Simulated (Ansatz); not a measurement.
Theory: Ansatz 0.2.0, DFT PBE, scalar-relativistic, plane waves, PAW. All cells share a 420 eV cutoff and Γ-centred k meshes spaced about 0.3 Å⁻¹ or finer (0.25 for metals, 2π included). No spin polarisation.

Temperature and zero-point effects are left out.

Two relaxed structures of BF:

1.

```yaml
crystal:
  lattice:
    - [1.21741, -5.92843, 0.00000]
    - [1.21741, 5.92843, 0.00000]
    - [0.00000, 0.00000, 3.08549]
  atoms:
    - { symbol: B, position: [0.53410, 0.46590, 0.25000] }
    - { symbol: B, position: [0.46590, 0.53410, 0.75000] }
    - { symbol: F, position: [0.11891, 0.88109, 0.25000] }
    - { symbol: F, position: [0.88109, 0.11891, 0.75000] }
```

2.

```yaml
crystal:
  lattice:
    - [1.40346, -6.58882, 0.00000]
    - [1.40346, 6.58882, 0.00000]
    - [0.00000, 0.00000, 2.84112]
  atoms:
    - { symbol: B, position: [0.46239, 0.53761, 0.25000] }
    - { symbol: B, position: [0.53761, 0.46239, 0.75000] }
    - { symbol: F, position: [0.36247, 0.63753, 0.25000] }
    - { symbol: F, position: [0.63753, 0.36247, 0.75000] }
```

Task: Which form is favoured at zero pressure, and by what margin per atom?

Result: Cell 2 is lower, by 144 meV/atom. Cell 1 has space group Cmcm (No. 63), 11.1 Å³/atom and a gap of 1.52 eV on its mesh; cell 2 has space group Cmcm (No. 63), 13.1 Å³/atom and no gap. Counting F atoms around B (those within 1.25 times the shortest such distance or 1.15 times the sum of covalent radii), cell 1 has B 2 and cell 2 has B 1. Cell 1 and cell 2 both hold B–B chains. Both come from trial cells of a structure search, whose lowest cell (P-1, 12.3 Å³/atom) lies 64 meV/atom below the lower of the two.

Weakly bound directions are ill-defined at this level, which has no dispersion term (Cmcm at 11.1 Å³/atom, Cmcm at 13.1 Å³/atom), and this can change margins and order among such cells. Kohn–Sham gaps at this level usually fall short of measured ones. Trial moments fell under 0.15 μB along the way in Cmcm; another start might hold them. With atoms moved at random, cell 2 (by 64 meV/atom) fell into a lower structure. Cell 1 had no clear such test and can be a saddle point. Some types were kept out of the candidates beforehand, so the set may lack a known form.
